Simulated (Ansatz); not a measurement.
**Phonon spectrum of Na$_{2}$GeO$_{2}$**

All numbers below come from DFT PBE, scalar-relativistic, plane waves, PAW in Ansatz. Plane waves to 420 eV; Γ-centred k mesh 8×8×8; Gaussian smearing of 0.01 eV. No spin polarisation. Phonons by linear response, acoustic sum rule imposed.

Equilibrium structure at this level:
```
CELL_PARAMETERS angstrom
5.54029 -3.11906 0.00000
5.54029 3.11906 0.00000
0.00000 0.00000 4.57309
ATOMIC_POSITIONS crystal
Na 0.81922 0.51744 0.75000
Na 0.51744 0.81922 0.25000
Na 0.18078 0.48256 0.25000
Na 0.48256 0.18078 0.75000
Ge 0.11284 0.88716 0.75000
Ge 0.88716 0.11284 0.25000
O 0.14511 0.58901 0.75000
O 0.41099 0.85489 0.75000
O 0.85489 0.41099 0.25000
O 0.58901 0.14511 0.25000
```

The structure comes from a generated guess, relaxed at this level; another structure or a mixture of phases may lie lower. The q mesh is coarse, so values between its points are rough.

Force constants from linear response on a 1×1×2 q mesh.

Path: Γ–Y–F0 | DELTA0–Γ–Z–B0 | G0–T–Y | Γ–S–R–Z–T. Only the points of the 1×1×2 mesh were computed; the rest is interpolation, which is rough on so few points. On the mesh no mode is imaginary. Distance along the path (Å⁻¹), then the branches (cm⁻¹, negative for imaginary):
```
0.000  0 0 0 112 117 144 158 159 160 162 176 180 186 192 202 211 230 249 251 272 279 294 299 314 349 352 613 642 642 699
0.142  -9 19 43 106 109 146 153 156 160 164 175 179 186 200 202 212 229 251 251 269 278 297 301 315 347 350 611 644 644 697
0.283  -19 39 83 91 93 140 143 155 157 172 172 176 187 202 214 215 226 252 255 264 276 303 304 317 341 346 608 649 649 691
0.425  -28 58 76 79 114 126 136 150 161 169 171 178 186 202 216 222 228 252 258 259 274 307 312 319 332 342 606 653 657 683
0.567  -33 68 69 74 116 128 133 146 164 167 169 180 186 202 217 221 235 253 254 261 273 308 320 321 322 340 605 654 663 677
0.653  -29 69 72 74 108 128 135 145 164 166 170 184 186 201 216 220 234 251 253 263 274 310 321 321 322 340 606 655 662 676
0.739  -12 69 75 79 94 115 142 143 163 166 172 186 194 198 215 219 232 249 250 267 274 312 320 320 324 339 607 655 662 675
0.825  31 61 76 85 89 100 139 150 158 167 173 186 194 206 215 218 229 247 247 271 275 315 319 319 328 337 610 653 665 672
0.911  40 50 77 86 86 100 136 151 156 168 170 186 194 214 216 217 225 243 244 274 277 313 318 322 332 335 613 649 669 669
0.994  -14 66 68 83 91 111 130 146 161 166 167 186 195 214 216 220 223 240 243 276 278 309 316 327 333 337 617 643 666 674
1.160  -42 41 92 96 97 104 136 148 158 161 170 192 194 207 216 218 219 241 248 274 282 300 312 327 336 344 625 631 658 685
1.326  -35 20 61 104 115 123 142 150 156 170 177 188 190 198 206 214 225 242 260 266 288 290 306 320 344 349 620 632 651 694
1.491  -14 6 21 113 115 144 148 156 161 170 177 180 185 194 202 211 230 246 255 269 282 293 301 315 348 352 614 639 644 698
1.660  14 15 25 111 120 145 156 156 162 164 172 184 185 196 203 211 230 248 250 271 282 294 300 314 349 351 613 641 642 698
1.832  40 44 72 108 138 147 148 150 158 164 176 183 195 206 214 217 225 238 240 270 296 299 300 316 348 350 616 640 640 688
2.004  66 73 107 109 141 145 146 148 155 172 179 187 197 206 217 222 228 236 238 263 295 297 318 321 343 353 623 638 638 671
2.175  88 99 105 117 131 132 152 157 170 171 174 188 194 204 216 220 223 247 254 255 290 291 321 325 350 356 635 637 637 652
2.344  98 98 110 110 129 129 159 159 165 165 184 184 196 196 218 218 236 236 257 257 290 290 324 324 354 354 637 637 643 643
2.510  105 105 105 105 130 130 157 157 166 166 181 181 193 193 222 222 242 242 251 251 292 292 325 325 352 352 637 637 643 643
2.676  96 96 113 113 136 136 153 153 168 168 175 175 189 189 229 229 242 242 250 250 294 294 324 324 350 350 637 637 643 643
2.842  96 96 119 119 135 135 151 151 169 169 171 171 188 188 228 228 240 240 254 254 298 298 319 319 352 352 637 637 643 643
2.925  99 99 120 120 131 131 150 150 169 169 170 170 190 190 225 225 243 243 255 255 299 299 315 315 354 354 637 637 643 643
3.010  104 104 119 119 128 128 150 150 166 166 170 170 193 193 223 223 246 246 256 256 301 301 311 311 356 356 637 637 643 643
3.096  108 108 119 119 125 125 149 149 164 164 170 170 194 194 221 221 248 248 256 256 302 302 307 307 358 358 637 637 643 643
3.183  111 111 118 118 125 125 148 148 162 162 170 170 195 195 220 220 249 249 256 256 303 303 305 305 359 359 637 637 643 643
3.268  111 111 118 118 125 125 148 148 161 161 170 170 195 195 220 220 249 249 256 256 303 303 304 304 359 359 637 637 643 643
3.440  98 101 112 117 124 128 140 159 160 162 166 184 186 191 204 241 247 250 258 260 296 302 304 307 353 357 624 644 646 652
3.612  68 86 101 101 120 121 148 156 160 161 170 174 182 207 207 232 247 254 256 261 292 300 305 310 342 350 614 648 653 664
3.784  22 74 78 84 118 128 136 146 162 166 170 183 184 204 218 219 244 251 254 259 279 308 315 315 330 343 607 653 660 674
3.955  -33 68 69 74 116 128 133 146 164 167 169 180 186 202 217 221 235 253 254 261 273 308 320 321 322 340 605 654 663 677
4.028  -1 4 17 113 115 144 151 157 161 168 176 180 185 194 202 211 230 247 254 270 281 293 300 314 348 352 613 640 644 699
4.172  2 14 50 106 112 130 141 153 157 174 178 185 185 199 203 213 226 244 262 263 284 293 305 318 345 349 616 637 650 695
4.317  3 30 81 94 109 109 129 152 157 163 177 190 195 200 214 215 222 242 253 270 282 297 311 325 338 345 620 634 657 687
4.461  -7 50 75 98 106 109 121 140 151 168 176 189 195 209 214 218 225 241 243 275 281 301 318 330 332 339 622 634 666 678
4.619  17 57 69 96 109 115 122 136 151 169 176 187 193 210 216 216 232 239 243 275 282 301 321 327 335 336 622 633 670 673
4.791  52 58 82 103 116 122 134 153 153 165 177 184 185 204 211 230 237 247 250 265 289 297 322 325 334 339 624 633 664 666
4.963  60 93 94 118 125 131 143 159 159 168 172 179 193 196 204 233 241 250 257 259 288 295 326 330 333 346 628 634 654 656
5.135  78 93 120 128 136 139 150 151 158 166 174 182 183 192 221 232 239 243 253 255 290 296 326 327 345 350 634 637 645 646
5.293  88 88 125 125 140 140 151 151 160 160 179 179 187 187 230 230 239 239 252 252 294 294 326 326 349 349 637 637 643 643
5.437  94 94 118 118 134 134 154 154 163 163 181 181 189 189 226 226 241 241 252 252 292 292 325 325 351 351 637 637 643 643
5.582  99 99 112 112 129 129 157 157 164 164 183 183 193 193 221 221 239 239 254 254 291 291 324 324 353 353 637 637 643 643
5.726  98 98 110 110 129 129 159 159 165 165 184 184 196 196 218 218 236 236 257 257 290 290 323 323 354 354 637 637 643 643
5.869  97 97 111 111 130 130 159 159 165 165 185 185 196 196 218 218 236 236 258 258 290 290 323 323 354 354 637 637 643 643
6.011  98 98 116 116 129 129 154 154 162 162 187 187 191 191 220 220 238 238 257 257 291 291 321 321 355 355 637 637 643 643
6.153  102 102 122 122 127 127 150 150 161 161 181 181 192 192 220 220 243 243 257 257 294 294 316 316 357 357 637 637 643 643
6.295  109 109 120 120 125 125 148 148 161 161 172 172 195 195 220 220 248 248 256 256 300 300 308 308 359 359 637 637 643 643
```
